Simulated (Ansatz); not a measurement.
ZrO2:
```
ZrO2
1.0
    3.60134     0.00000     0.00000
    0.00000     3.60134     0.00000
    0.00000     0.00000     5.22807
Zr O
2 4
Direct
  0.00000   0.00000   0.00000
  0.50000   0.50000   0.50000
  0.00000   0.50000   0.19679
  0.00000   0.50000   0.69679
  0.50000   0.00000   0.30321
  0.50000   0.00000   0.80321
```

Relaxed with r²SCAN.

**Question.** Map the valence electron density (e/Å³), cut off at 3 on the plane through (0.000, 0.000, 0.000) spanned by u = [1, 0, 0] and v = [0, 0, 1] in lattice vectors, from the program Ansatz at the r²SCAN level (PAW).

**Answer.** x is the fraction of u, y of v (the angle between them is 90°; rows are the nearest grid lines); atoms in the plane: Zr at (0.00, 0.00), O at (0.50, 0.30), O at (0.50, 0.80).
```
|%@@@=.       .=@@@%|
|@@@@=...:::...=@@@@|
|@@@*-::-+++-::-*@@@|
|@@*-::=#@@@#=::-*@@|
|... .:*@@@@@*:. ...|
|    .:+@@@@@+:.    |
|     .-%@@@%-.     |
|     .:-*#*-:.     |
|      ..:::..      |
|        ...        |
|                   |
|                   |
|       .:::.       |
|      .-=+=-.      |
|     .-*@@@*-.     |
|     :+@@@@@+:     |
|    .:*@@@@@*:.    |
|    .:+@@@@@+:.    |
|     .-%@@@%-.     |
|..   .:=*#*=:.   ..|
|@@*-.   ...   .-*@@|
|@@@#-.       .-#@@@|
|@@@@=.       .=@@@@|
|%@@@=.       .=@@@%|
```
Scale: ten equal steps from 0.024 (start of ' ') to 3.00 (end of '@'), in the order ' .:-=+*#%@'; x runs from 0.000 to 1.00, y from 0.000 (bottom) to 1.00 (top).

The density is the valence pseudo-density with augmentation charge, so density and ELF within about 1 Å of a nucleus are not all-electron values.

Space group P4_2/nmc. This is a known high-temperature phase of the composition, computed here at zero pressure and temperature. The r²SCAN relaxation kept the symmetry of its start; whether a distortion lowers the energy is not shown. No spin polarisation was allowed.

Potentials: the later of the program's two PAW sets.
